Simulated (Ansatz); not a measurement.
LaPt$_{3}$:
```cif
data_LaPt3
_chemical_formula_sum 'Pt3 La1'
_space_group_name_H-M_alt 'Pm-3m'
_space_group_IT_number 221
_space_group_name_Hall '-P 4 2 3'
_cell_length_a 4.21386
_cell_length_b 4.21386
_cell_length_c 4.21386
_cell_angle_alpha 90.000
_cell_angle_beta 90.000
_cell_angle_gamma 90.000
loop_
_atom_site_label
_atom_site_type_symbol
_atom_site_symmetry_multiplicity
_atom_site_Wyckoff_symbol
_atom_site_fract_x
_atom_site_fract_y
_atom_site_fract_z
_atom_site_occupancy
Pt1 Pt 3 c 0.00000 0.50000 0.50000 1
La1 La 1 a 0.00000 0.00000 0.00000 1
```

Relaxed with r²SCAN.

Problem. Which orbitals make up the states near the Fermi level in r²SCAN in the plane-wave PAW code Ansatz?

Solution. Within 0.5 eV of the Fermi level: Pt 5d 73 %, La 5d 10 %, La 6s 7 %, Pt 6s 6 %. Projections are on Löwdin-orthogonalised atomic valence shells; empty p or d shells of many metals are not among them.

Problem. Tabulate the density of states.

Solution. States/eV per cell of 4 atoms, in 0.25 eV bins, energy from the Fermi level.

| E (eV) | total | Pt 5d | La 5d | Pt 6s |
|---|---|---|---|---|
| -7.55 | 0.00 | 0.00 | 0.00 | 0.00 |
| -7.30 | 0.08 | 0.01 | 0.00 | 0.04 |
| -7.05 | 0.15 | 0.01 | 0.00 | 0.08 |
| -6.80 | 0.22 | 0.02 | 0.00 | 0.12 |
| -6.55 | 0.29 | 0.03 | 0.00 | 0.16 |
| -6.30 | 0.36 | 0.05 | 0.01 | 0.20 |
| -6.05 | 0.46 | 0.08 | 0.01 | 0.25 |
| -5.80 | 0.89 | 0.28 | 0.09 | 0.38 |
| -5.55 | 2.12 | 0.92 | 0.31 | 0.71 |
| -5.30 | 3.13 | 1.52 | 0.47 | 0.95 |
| -5.05 | 3.31 | 1.84 | 0.54 | 0.79 |
| -4.80 | 4.76 | 3.31 | 0.75 | 0.58 |
| -4.55 | 6.21 | 4.62 | 0.82 | 0.57 |
| -4.30 | 6.25 | 4.83 | 0.61 | 0.49 |
| -4.05 | 5.28 | 4.39 | 0.37 | 0.22 |
| -3.80 | 7.18 | 6.18 | 0.34 | 0.19 |
| -3.55 | 8.11 | 7.11 | 0.50 | 0.16 |
| -3.30 | 5.58 | 4.89 | 0.31 | 0.14 |
| -3.05 | 4.03 | 3.45 | 0.26 | 0.16 |
| -2.80 | 6.68 | 5.83 | 0.39 | 0.23 |
| -2.55 | 8.95 | 7.79 | 0.50 | 0.36 |
| -2.30 | 13.82 | 12.29 | 0.66 | 0.39 |
| -2.05 | 11.63 | 10.19 | 0.45 | 0.46 |
| -1.80 | 7.71 | 6.86 | 0.27 | 0.25 |
| -1.55 | 5.15 | 4.61 | 0.16 | 0.16 |
| -1.30 | 4.07 | 3.67 | 0.11 | 0.12 |
| -1.05 | 3.29 | 2.86 | 0.12 | 0.12 |
| -0.80 | 2.78 | 2.20 | 0.18 | 0.16 |
| -0.55 | 3.54 | 2.57 | 0.40 | 0.19 |
| -0.30 | 4.25 | 3.50 | 0.30 | 0.16 |
| -0.05 | 2.47 | 1.83 | 0.24 | 0.14 |
| 0.20 | 1.15 | 0.59 | 0.21 | 0.12 |
| 0.45 | 0.55 | 0.11 | 0.16 | 0.09 |
| 0.70 | 0.40 | 0.07 | 0.10 | 0.08 |
| 0.95 | 0.32 | 0.05 | 0.07 | 0.07 |
| 1.20 | 0.24 | 0.04 | 0.05 | 0.06 |
| 1.45 | 0.19 | 0.03 | 0.03 | 0.05 |
| 1.70 | 1.29 | 0.49 | 0.11 | 0.54 |
| 1.95 | 3.32 | 1.25 | 0.55 | 1.22 |
| 2.20 | 3.75 | 1.31 | 1.04 | 1.02 |
| 2.45 | 2.55 | 0.68 | 0.96 | 0.46 |
| 2.70 | 3.14 | 0.65 | 1.45 | 0.37 |
| 2.95 | 2.94 | 0.47 | 1.37 | 0.18 |
| 3.20 | 4.84 | 0.84 | 2.63 | 0.20 |
| 3.45 | 5.03 | 0.75 | 2.75 | 0.11 |
| 3.70 | 5.02 | 0.41 | 1.42 | 0.14 |
| 3.95 | 7.29 | 0.35 | 0.64 | 0.12 |

The workflow started from an entry of the Crystallography Open Database (COD). Whether it is the stable phase at ambient conditions was not checked. Symmetry was held in the r²SCAN relaxation; its stability against distortions is not shown here. No spin polarisation was allowed. Scalar-relativistic: spin–orbit coupling is off unless named, which matters more the heavier the elements.

Potentials: the later of the program's two PAW sets.
